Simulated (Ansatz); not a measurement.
## SnAs (Fm-3m) as a metal

```yaml
crystal:
  lattice:
    - [0.00000, 2.83474, 2.83474]
    - [2.83474, 0.00000, 2.83474]
    - [2.83474, 2.83474, 0.00000]
  atoms:
    - { symbol: Sn, position: [0.00000, 0.00000, 0.00000] }
    - { symbol: As, position: [0.50000, 0.50000, 0.50000] }
```

Conventional cell: a = 5.669 Å, b = 5.669 Å, c = 5.669 Å, α = 90.00°, β = 90.00°, γ = 90.00°. Around Sn (atom 1) lie 6 As at 2.83 Å. As (atom 2) has 6 Sn at 2.83 Å as nearest neighbours.

Computed, not measured; unless marked otherwise by LDA, all-electron LAPW in Ansatz 0.2.0, scalar-relativistic. k mesh 12×12×12, fine mesh 16×16×16, Fermi-Dirac smearing of 0.080 eV, basis error target 1 meV/atom. The cell was relaxed by PAW under this functional.

Levels and slopes are solved on a 16×16×16 mesh, and each state is taken as quadratic over its cell.

**Question.** What is the density of states at the Fermi level, and which bare Sommerfeld coefficient follows?

**Answer.** N(E_F) = 0.298 states/eV/atom (both spins), so γ = (π²/3) k_B² N(E_F) = 0.702 mJ/(mol-atom K²) without electron-phonon or spin-fluctuation enhancement.

**Question.** What Drude plasma energy and σ/τ do the band velocities give?

**Answer.** (ħω_p,α)² = (e²/ε₀VN_k) Σ_nkσ (∂E/∂k_α)² δ(E − E_F) gives ħω_p = (9.02, 9.02, 9.02) eV along x, y, z, and σ/τ = ε₀ω_p² = 16.6×10²⁰ Ω⁻¹m⁻¹s⁻¹ along x. Weighted by the density of states, the mean Fermi speed is 1.51×10⁶ m/s; the surface has an area of 16.2 Å⁻² for each spin direction.

**Question.** Which bands cross the Fermi level, and what do they carry?

**Answer.** 

```csv
band,filled part,N (states/eV/cell),speed (10⁶ m/s),5th to 95th percentile,area (Å⁻²),filling
1,0.50,0.596,1.51,0.91 to 1.84,16.2,partly filled
```

**Question.** Map the plane k₃ = 0 of the mesh: how many bands lie under the Fermi level at each point, counted from the least on the plane?

**Answer.** k₁ runs to the right and k₂ upwards, each from −½ to ½ with 0 in the middle (the axes needn't be at right angles):
```
1111110000111111
1111110000111111
1111100000011111
1111000000011111
1110000000001111
1000000010000011
0000000111000000
0000001111100000
0000000111000000
1110000010000000
1111100000000011
1111110000000111
1111110000001111
1111111000011111
1111111000011111
1111111000111111
```

**Question.** On PAW files the program sums the optical response inside the mesh cells, interband lines and its own Drude term. Where does ε₁ rise through zero (a sharp plasmon if ε₂ is small there), and how much light is reflected?

**Answer.** 

- Fine mesh: 16, 16, 16
- Window top: 30 eV
- Line width: 0.1 eV
- Drude damping: 0.03 eV
- ε₁ rises through zero at x: 1.15, 15.76 eV
- ε₂ there x: 14.17, 0.18
- Plasma energy (x, y, z): 8.994, 8.994, 8.994 eV
- Reflectivity at 1 eV, x-polarised: 0.9484
- Reflectivity at 2 eV, x-polarised: 0.8214
- Reflectivity at 3 eV, x-polarised: 0.834

The plasma energy here is the program's own sum at the run's smearing; it differs from the value above by up to 0 %, through mesh and smearing.

**Question.** What does PAW give for the same cell?

**Answer.** N(E_F) = 0.298 states/eV/atom and ħω_p,x = 9.02 eV.

Caveats: these sums move with the mesh, by several per cent and more for small sheets; frozen-core PAW files fitted under PBE, their cores solved anew for the functional of the run.
